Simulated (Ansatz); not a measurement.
## Stress against strain in Rh

```xyz
1
Lattice="0.0000 1.9016 1.9016 1.9016 0.0000 1.9016 1.9016 1.9016 0.0000" Properties=species:S:1:pos:R:3 pbc="T T T"
Rh    0.0000    0.0000    0.0000
```

The cell comes from COD entry 9008482, which wasn't checked; take it as a given geometry.

The calculation used DFT, PBEsol, all-electron LAPW, scalar-relativistic in Ansatz 0.2.0.

The runs use a Γ-centred 16×16×16 k mesh, Fermi–Dirac smearing of 0.08 eV, basis error target 1 meV/atom, no spin polarisation.

The strain is applied along the Cartesian axes of the cell as listed (the other components stay zero). Fractional coordinates are held (clamped ions).

σ is the change of stress from the unstrained cell, which is at -4.89 GPa; tension is positive, so slopes are stress–strain coefficients at that pressure. In a metal the k mesh adds noise.

Only quantities that a quadratic follows smoothly over the whole series are listed; rougher ones are left out.

```tsv
εzz	σzz (GPa)	σxx (GPa)
-0.0300	-14.28	-6.38
-0.0200	-9.21	-4.08
0.0000	0.00	0.00
0.0100	4.17	1.80
0.0200	8.06	3.46
0.0300	11.68	4.98
```

Q: Fit the series and read off the stiffness at zero strain.

A: Least-squares fits y = p0 + p1 x + p2 x² to the rows give σzz (GPa): p1 = 432, p2 = -1400; σxx (GPa): p1 = 189, p2 = -770. So C11 = 432 GPa and C12 = 189 GPa, which gives B = (C11 + 2 C12)/3 = 270 GPa.

Q: One run, at εzz = -0.0100, is withheld. Predict its row.

A: The fits give -4.47, -1.97; the run gave -4.46, -1.96.
